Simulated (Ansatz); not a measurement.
Input and command of a plane-wave DFT calculation in Ansatz:

```yaml
crystal:
  lattice:
    - [3.3010346874, 0.0, 0.0]
    - [0.0, 3.3010346874, 0.0]
    - [0.0, 0.0, 3.3010346874]
  atoms:
    - { symbol: W, position: [0.0, 0.0, 0.0] }
    - { symbol: Te, position: [0.5, 0.5, 0.5] }
basis:
  ecutwfc: 420
kpoints:
  mp_grid: { grid: [12, 12, 12] }
hamiltonian:
  xc: pbesol
scf:
  occupations: { method: gaussian, width: 0.1 }
output:
  forces: true
  stress: true
  eigenvalues: true
relax:
  adjacent_minimum: "off"
  f_tol: 0.01
  max_steps: 80
  cell: { stress_tol: 0.05 }
```

```bash
ansatz run input.yaml --threads 1 --pin off --max-ram 2560MiB --backend cpu --events-out ev --progress --plain --runs-dir out
```

Processor: Arm Neoverse V2, 1 thread, on a host shared with other jobs.

Question: How long does it run, and how much memory does it take?

Answer: About 12 s on 1 thread of Arm Neoverse V2, with other jobs on the host, peak memory 0.35 GiB. It solves 19 bands at 84 k points (the mesh reduced by the symmetry that the task leaves, which can be less than the crystal's) with about 739 plane waves (on the last cell), in 24 SCF iterations over 4 ionic steps.
